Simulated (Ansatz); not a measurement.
Relaxed-ion elastic tensor of Yb₃Si₅ in space group P-62m (No. 189; Yb on 3f, Si on 2d, Si on 3g) in GPa (Voigt order), PBEsol (plane waves, PAW; program Ansatz); density 7.44 g/cm³, 18.41 Å³ per atom.

```
 140  27.0  50.0   0.0   0.0   0.0
27.0   140  50.0   0.0   0.0   0.0
50.0  50.0   145   0.0   0.0   0.0
 0.0   0.0   0.0  83.5   0.0   0.0
 0.0   0.0   0.0   0.0  83.5   0.0
 0.0   0.0   0.0   0.0   0.0  56.5
```

Is the crystal mechanically stable?

Yes: the smallest eigenvalue of C is 56.5 GPa.

Work out the Voigt, Reuss and Hill averages.

K_V = 75.4, K_R = 74.7, K_H = 75.1; G_V = 64.6, G_R = 60.3, G_H = 62.4 GPa.

Give Young's modulus, Poisson's ratio, Pugh's ratio and the universal anisotropy index.

E = 9KG/(3K + G) = 147 GPa; ν = 0.17; K/G = 1.20 (brittle by the Pugh limit of 1.75); A_U = 5G_V/G_R + K_V/K_R − 6 = 0.36.

Estimate the sound speeds and the Debye temperature.

v_l = √((K + 4G/3)/ρ) = 4610 m/s, v_t = √(G/ρ) = 2900 m/s, mean 3190 m/s; Θ = (h/k)(3n/4πV)^(1/3) v_m = 360 K.

Solve the Christoffel equation for the three sound speeds along x, y, z.

Eigenvalues of C_ijkl n_j n_l equal ρv². In km/s, slowest first: x 2.76, 3.35, 4.34; y 2.76, 3.35, 4.34; z 3.35, 3.35, 4.41.

How much does each axis shrink under pressure?

Linear compressibilities β_i = Σ_j S_ij (j = 1 to 3): x 4.9, y 4.9, z 3.5 per TPa.

The first step of the workflow began from a Materials Project structure, measured or hypothetical; the Crystallography Open Database copy checked does not list it. Whether it is the stable phase at ambient conditions was not checked. The cell was relaxed with PBEsol under the symmetry of its start; its stability against distortions is not shown here. The run is not spin-polarised. The 4f shell is in the valence. No Hubbard U is applied. As this level gives no gap, shear constants depend on the k-mesh and smearing (Fermi–Dirac, 0.1 eV here). Scalar-relativistic: spin–orbit coupling is off unless named, which matters more the heavier the elements.

Potentials: the later of the program's two PAW sets.
